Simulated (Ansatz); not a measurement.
YN:
```cif
data_NY
_chemical_formula_sum 'N1 Y1'
_space_group_name_H-M_alt 'P 1'
_space_group_IT_number 1
_cell_length_a 3.72472
_cell_length_b 3.72472
_cell_length_c 3.72472
_cell_angle_alpha 60.000
_cell_angle_beta 60.000
_cell_angle_gamma 60.000
loop_
_space_group_symop_operation_xyz
  'x, y, z'
loop_
_atom_site_label
_atom_site_type_symbol
_atom_site_fract_x
_atom_site_fract_y
_atom_site_fract_z
_atom_site_occupancy
N1 N 0.25000 0.25000 0.25000 1
Y1 Y 0.00000 0.00000 0.00000 1
```

Relaxed with r²SCAN. 

### Question
HSE06 on this cell (Ansatz, a program for electronic structure, PAW) gives a gap of 3.05 eV. What does r²SCAN give?

### Answer
2.51 eV.

Cost on shared cores: the r²SCAN run (SCF on a 9×9×9 mesh, then bands and DOS) around 10 core-seconds (rough), the HSE06 run (SCF on 7×7×7, then a few points) very roughly 50 core-seconds; the tasks are unlike.

Space group F-43m (zinc blende). The start of the workflow was typed in or built on a structure type; the Crystallography Open Database copy checked does not list it. COD files the formula under space group No. 225, so this cell is another polymorph or a model. Whether it is the stable phase at ambient conditions was not checked. Symmetry was held in the r²SCAN relaxation; its stability against distortions is not shown here. The run is not spin-polarised. Scalar-relativistic: spin–orbit coupling is off unless named, which matters more the heavier the elements.

Potentials: the later of the program's two PAW sets.

Ansatz is a plane-wave DFT program.
